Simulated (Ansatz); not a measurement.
AlNi (CsCl type)

```xyz
2
Lattice="2.8633 0.0000 0.0000 0.0000 2.8633 0.0000 0.0000 0.0000 2.8633" Properties=species:S:1:pos:R:3 pbc="T T T"
Al     0.0000     0.0000     0.0000
Ni     1.4317     1.4317     1.4317
```

In this cell atom 2 (Ni, nearest neighbour Al at 2.480 Å; its periodic images, 2.9 Å or more away, move with it) is moved by u·(0.707, 0.707, 0.000) + v·(0.000, 0.000, 1.000); the rest is frozen.

Calculation: r2SCAN (plane waves to 500 eV, PAW, scalar-relativistic; Ansatz, a first-principles code). k mesh 13×13×13 (Γ-centred), Fermi-Dirac smearing 0.05 eV. E stands for the smeared free energy. With partly filled bands, energies and forces of such displacements shift with the k mesh and the smearing. Fu and Fv are the components of the force on the atom. AlNi is run without spin polarisation. AlNi was relaxed with its symmetry unable to fall. The PAW data are Ansatz's earlier set. The zero of ΔE is the undisplaced structure. Axes are in Å.

ΔE (eV/cell), with u across and v down:

| v \ u | -0.370 | -0.247 | -0.123 | 0.000 | 0.123 | 0.247 | 0.370 |
|---|---|---|---|---|---|---|---|
| -0.370 | 1.147 | 0.736 | 0.512 | 0.441 | 0.512 | 0.736 | 1.147 |
| -0.247 | 0.783 | 0.442 | 0.256 | 0.196 | 0.256 | 0.442 | 0.783 |
| -0.123 | 0.562 | 0.265 | 0.101 | 0.049 | 0.101 | 0.265 | 0.562 |
| 0.000 | 0.489 | 0.206 | 0.050 | 0.000 | 0.050 | 0.206 | 0.489 |
| 0.123 | 0.562 | 0.265 | 0.101 | 0.049 | 0.101 | 0.265 | 0.562 |
| 0.247 | 0.783 | 0.442 | 0.256 | 0.196 | 0.256 | 0.442 | 0.783 |
| 0.370 | 1.147 | 0.736 | 0.512 | 0.441 | 0.512 | 0.736 | 1.147 |

Fv (eV/Å), with u across and v down:

```tsv
v \ u	-0.370	-0.247	-0.123	0.000	0.123	0.247	0.370
-0.370	3.53	2.84	2.48	2.37	2.48	2.84	3.53
-0.247	2.38	1.91	1.67	1.59	1.67	1.91	2.38
-0.123	1.19	0.96	0.84	0.80	0.84	0.96	1.19
0.000	0.00	0.00	0.00	0.00	0.00	0.00	0.00
0.123	-1.19	-0.96	-0.84	-0.80	-0.84	-0.96	-1.19
0.247	-2.38	-1.91	-1.67	-1.59	-1.67	-1.91	-2.38
0.370	-3.53	-2.84	-2.48	-2.37	-2.48	-2.84	-3.53
```

Key numbers:

* **Principal force constants in the plane (five-point differences of the forces)**: 6.5 eV/Å², isotropic
* **Centre of the map**: a minimum
* **Lowest place on the grid**: u = 0.000 Å, v = 0.000 Å (0 meV/cell)
* **Highest place on the grid, met at several equal points**: u = -0.370 Å, v = -0.370 Å; u = 0.370 Å, v = -0.370 Å; u = -0.370 Å, v = 0.370 Å; u = 0.370 Å, v = 0.370 Å (1147 meV/cell)

The 49 points together took very roughly 60 core-minutes.

(A displaced cell: forces are minus the slopes of the energy, force constants its curvatures, and phonons follow from these.)
